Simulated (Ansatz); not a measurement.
**Sc: stationary points along a deformation path**

Method: DFT r2SCAN, scalar-relativistic, plane waves, PAW (Ansatz). The runs took a 500 eV cutoff, a Γ-centred 20×20×20 mesh and Gaussian smearing (0.15 eV). No spin polarisation. Energies are free energies at this smearing, counted from the undisturbed cell; pressure is positive in compression.

The starting cell (as given, not relaxed at this level; it stands at 4.1 GPa; this fcc form isn't the usual structure):

```yaml
crystal:
  lattice:
    - [0.00000, 2.27050, 2.27050]
    - [2.27050, 0.00000, 2.27050]
    - [2.27050, 2.27050, 0.00000]
  atoms:
    - { symbol: Sc, position: [0.00000, 0.00000, 0.00000] }
```

At fixed volume and fractional coordinates, lengths along (0.000, 0.000, 1.000) are scaled against those across it; ρ is that ratio over its starting value. V = 23.410 Å³/atom. Δσ is the stress along the axis less the mean stress across it (compression positive).

| ρ | ΔE (meV/atom) | Δσ (GPa) | space group |
| --- | --- | --- | --- |
| 0.707 | 16.7 | 0.00 | Im-3m |
| 0.850 | 12.7 | 1.18 | I4/mmm |
| 1.000 | 0.0 | 0.00 | Fm-3m |
| 1.200 | 31.6 | -4.71 | I4/mmm |
| 1.414 | 199.6 | -18.03 | I4/mmm |

Task: How does the stress give the slope of the energy, and where is the energy stationary?

Result: Along the path d ln(length) is 2/3 d ln ρ on the axis and −1/3 d ln ρ across it, so dE/d ln ρ = −(2/3) V Δσ: the energy falls with ρ where Δσ is positive. Δσ vanishes or changes sign at ρ = 0.707 (Im-3m, an end of the scan), at 16.7 meV/atom; at ρ = 1.000 (Fm-3m), a minimum at 0.0 meV/atom. Pairs of stationary points between two samples would go unseen, and could change a minimum read from distant neighbours into a maximum. At ρ = 0.707, 1.000 the cell is cubic, where symmetry alone makes the stress isotropic and the slope zero.

In a metal these slopes depend on the k mesh and the smearing.